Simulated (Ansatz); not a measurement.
Given:

LaBPd3:
```
LaBPd3
1.0
    4.34787     0.00000     0.00000
    0.00000     4.34787     0.00000
    0.00000     0.00000     4.34787
B Pd La
1 3 1
Direct
  0.50000   0.50000   0.50000
  0.00000   0.50000   0.50000
  0.50000   0.00000   0.50000
  0.50000   0.50000   0.00000
  0.00000   0.00000   0.00000
```

This is the PBEsol-relaxed structure.

Problem. All from PBEsol (plane waves, PAW; program Ansatz), unless another level is named. Predict the electronic character.

Solution. metallic (no gap).

Problem. Next, the formation energy from the elements (no fitted shifts)?

Solution. -0.55 eV/atom.

Problem. Give the density of states at the Fermi level.

Solution. 0.86 states/eV per atom (mean over ±0.08 eV).

Problem. Next, the gap with spin–orbit coupling?

Solution. none (metallic).

Space group Pm-3m (cubic perovskite). The workflow started from an entry of the Crystallography Open Database (COD). Whether it is the stable phase at ambient conditions was not checked. The cell was relaxed with PBEsol under the symmetry of its start. At this level the phase is dynamically unstable (imaginary phonons). The run is not spin-polarised. The references are the lowest solids computed at this level, not always the standard phases. Scalar-relativistic: spin–orbit coupling is off unless named, which matters more the heavier the elements.

Potentials: the later of the program's two PAW sets.
